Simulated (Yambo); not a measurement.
Yambo run on a free-standing MoS$_{2}$ monolayer (symmetry P-6m2, slab cell 16.1 Å high). The wavefunctions come from this Quantum ESPRESSO step (PBEsol, PseudoDojo standard norm-conserving files, scalar-relativistic):

```
&CONTROL
  calculation = 'nscf'
  pseudo_dir = './pseudo'
  outdir = './out'
/
&SYSTEM
  ibrav = 0
  nat = 3
  ntyp = 2
  ecutwfc = 80.0
  ecutrho = 320.0
  occupations = 'fixed'
  force_symmorphic = .true.
  nbnd = 132
  assume_isolated = '2D'
/
&ELECTRONS
  conv_thr = 3.0000000000000004e-09
  diago_full_acc = .true.
  diago_thr_init = 1e-08
/
ATOMIC_SPECIES
S 32.0600 S.upf
Mo 95.9500 Mo.upf
CELL_PARAMETERS angstrom
  3.140994807118   0.000000000000   0.000000000000
 -1.570497403559   2.720181296119   0.000000000000
  0.000000000000   0.000000000000  16.100000000000
ATOMIC_POSITIONS crystal
S   0.666666667000   0.333333333000  -0.096804877200
S   0.666666667000   0.333333333000   0.096804877200
Mo   0.000000000333   0.000000000000   0.000000000000
K_POINTS automatic
6 6 1 0 0 0
```

Yambo input:

```
rim_cut
gw0
dyson
el_el_corr
HF_and_locXC
ppa
em1d
rim_w
RandQpts= 1000000
RandGvec= 2 Ry
CUTGeo= "slab z"
EXXRLvcs= 80 Ry
VXCRLvcs= 320 Ry
Chimod= "HARTREE"
% BndsRnXp
 2 | 131 |
%
NGsBlkXp= 8 Ry
% LongDrXp
 1.0 | 1.0 | 0.0 |
%
RandGvecW= 1000 mRy
PPAPntXp= 27.2114 eV
% GbndRnge
 1 | 131 |
%
GTermKind= "BG"
DysSolver= "n"
ExtendOut
% QPkrange
 1 | 1 | 13 | 14 |
 4 | 4 | 13 | 14 |
 7 | 7 | 13 | 14 |
%
```

k points by index: 1 = Γ, 4 = M, 7 = K.

Resulting energies as the program prints them:

```
#    K-point    Band    Eo [eV]    E [eV]    E-Eo [eV]    Vxc [eV]    Vnlxc [eV]    Sc|Eo [eV]    Sc|E [eV]    dSc/dw|Eo [eV]    Re(Z)    Im(Z)
#
    1    13    -0.071366    -0.345564    -0.274198    -15.22488    -16.29850    0.704045    0.799428    -9.458793    0.742045    -0.003101
    1    14    2.894943    3.409681    0.514738    -15.50868    -11.10518    -3.706381    -3.888768    -9.636173    0.738472    -0.003148
    4    13    -0.654800    -1.031694    -0.376893    -14.41951    -16.00658    1.080955    1.210183    -9.324393    0.744775    -0.003074
    4    14    2.404701    3.168539    0.763838    -18.59560    -13.62480    -3.925858    -4.206957    -10.00976    0.731059    -0.003192
    7    13    0.000000    -0.134880    -0.134880    -16.29861    -16.83810    0.357062    0.404608    -9.579912    0.739602    -0.003060
    7    14    1.807169    2.489825    0.682655    -17.57382    -13.39369    -3.252132    -3.497472    -9.775432    0.735691    -0.003160
```
(The two width columns are left out.) Convergence of these settings isn't established.

Spin-orbit coupling is not included.

Geometry relaxed with PBEsol.
